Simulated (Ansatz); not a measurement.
Problem. Cd (hcp (Mg type), P6_3/mmc) is relaxed with plane-wave PAW PBEsol (Ansatz code). What lattice parameters of the conventional cell result?

Solution. a = 2.969 Å, c = 5.469 Å.

The cell was relaxed with PBEsol under the symmetry of its start. Axis ratios of metals converge slowly with the k-mesh, so a and c are less sure than the volume.

Potentials: the later of the program's two PAW sets.
